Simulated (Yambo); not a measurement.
# Convergence of the G0W0 gap of CdZnS₂

G0W0@PBEsol for CdZnS2 (space group P3m1, No. 156) in Yambo. Reference settings: 3×3×2 Γ-centred k mesh, bands 9 to 179 and a 8 Ry block in the screening, 179 bands in G with the Bruneval-Gonze terminator, plasmon pole fitted at 27.2 eV. The PBEsol gap Γ → Γ on this mesh is 1.33 eV; G0W0 gaps are taken between the same points.

```json
[
 {"change from the reference": "reference settings", "G0W0 gap Γ → Γ (eV)": "2.53", "shift of the valence edge (eV)": "-0.85", "rough Yambo cost": "1"},
 {"change from the reference": "71 bands in W, 71 bands in G", "G0W0 gap Γ → Γ (eV)": "2.61", "shift of the valence edge (eV)": "-0.63", "rough Yambo cost": "about 1/2"},
 {"change from the reference": "116 bands in W, 116 bands in G", "G0W0 gap Γ → Γ (eV)": "2.55", "shift of the valence edge (eV)": "-0.76", "rough Yambo cost": "within a factor of two"},
 {"change from the reference": "71 bands in G", "G0W0 gap Γ → Γ (eV)": "2.55", "shift of the valence edge (eV)": "-0.82", "rough Yambo cost": "–"},
 {"change from the reference": "116 bands in G", "G0W0 gap Γ → Γ (eV)": "2.54", "shift of the valence edge (eV)": "-0.84", "rough Yambo cost": "–"},
 {"change from the reference": "87 bands in W", "G0W0 gap Γ → Γ (eV)": "2.58", "shift of the valence edge (eV)": "-0.71", "rough Yambo cost": "within a factor of two"},
 {"change from the reference": "1 Ry block", "G0W0 gap Γ → Γ (eV)": "2.79", "shift of the valence edge (eV)": "-0.47", "rough Yambo cost": "about 1/2"},
 {"change from the reference": "3 Ry block", "G0W0 gap Γ → Γ (eV)": "2.34", "shift of the valence edge (eV)": "-0.52", "rough Yambo cost": "within a factor of two"},
 {"change from the reference": "7 Ry block", "G0W0 gap Γ → Γ (eV)": "2.52", "shift of the valence edge (eV)": "-0.80", "rough Yambo cost": "within a factor of two"},
 {"change from the reference": "pole fitted at 55 eV", "G0W0 gap Γ → Γ (eV)": "2.56", "shift of the valence edge (eV)": "-0.96", "rough Yambo cost": "–"},
 {"change from the reference": "no random integration", "G0W0 gap Γ → Γ (eV)": "2.49", "shift of the valence edge (eV)": "-0.67", "rough Yambo cost": "–"},
 {"change from the reference": "3×3×1 mesh", "G0W0 gap Γ → Γ (eV)": "2.39", "shift of the valence edge (eV)": "-0.72", "rough Yambo cost": "about 1/3"},
 {"change from the reference": "71 bands in G, no terminator", "G0W0 gap Γ → Γ (eV)": "2.41", "shift of the valence edge (eV)": "-0.35", "rough Yambo cost": "–"},
 {"change from the reference": "116 bands in G, no terminator", "G0W0 gap Γ → Γ (eV)": "2.44", "shift of the valence edge (eV)": "-0.60", "rough Yambo cost": "–"},
 {"change from the reference": "no terminator", "G0W0 gap Γ → Γ (eV)": "2.49", "shift of the valence edge (eV)": "-0.73", "rough Yambo cost": "–"}
]
```

The reference isn't shown to be the converged limit. Costs are rough (shared machines), scaled to the same edge states, and given only for runs that recompute the screening.

Spin-orbit splittings are left out.

Geometry relaxed with PBEsol; primitive cell a = 3.9357 Å, b = 3.9357 Å, c = 6.5185 Å, α = 90.00°, β = 90.00°, γ = 120.00°.

The structure is a Materials Project entry; no match was found in the copy of COD used, and its stability was not checked.

A shift is the quasiparticle energy of the state minus its PBEsol energy.
